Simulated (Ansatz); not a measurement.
**AlBN3, a known structure type with other elements, at an estimated volume**

```xyz
10
Lattice="4.5858 0.0000 0.0000 -2.2929 3.9714 0.0000 -2.2929 1.3238 4.7068" Properties=species:S:1:pos:R:3 pbc="T T T"
Al    0.0000    0.0000    0.0000
Al    0.0000    2.6476    2.3534
B    -2.2929    3.9714    3.5301
B     2.2929    1.3238    1.1767
N     0.8757    3.9714    3.5301
N    -1.5843    2.7440    3.5301
N     0.7086    1.2274    3.5301
N    -0.8757    1.3238    1.1767
N     1.5843    2.5512    1.1767
N    -0.7086    4.0678    1.1767
```

The numbers come from plane-wave PAW DFT (Ansatz): r2SCAN, no spin polarisation, 500 eV, 7×7×7 Γ-centred k points, fermi-dirac occupations (width 0.1 eV). Nothing was relaxed.

What does the stress say?

The pressure is 7.4 GPa (compression positive), so with the atoms held at these fractions the cell would first expand. The principal stresses -1.3, 11.7, 11.7 GPa differ, so its shape would change too.

How is the charge shared?

Bader charges in e: Al +2.54, B +2.30, N -1.61. In the mean Al gives up most and N takes most.

Metal or insulator?

It is a metal, with about 7.1 states/eV a cell as the mean within 0.25 eV of the Fermi level, mostly N p (95 %).

Where is the largest force?

The largest is on N5 (and as large on other atoms): 0.75 eV/Å, components (-0.75, 0.00, 0.00). It makes 180° with the line to a nearest neighbour, B3 at 1.42 Å, pointing away from it.

Is it stable against the elements?

0.04 eV an atom against the elements' usual phases (free molecules for gases, crystals otherwise, with no correction for O₂ or N₂), too near zero to call. Relaxing would lower it.

Origin: a known structure type with other elements, at an estimated volume, so it need not be a known compound. Caveats: many states at the Fermi level without spin polarisation, so a magnetic state may lie lower.
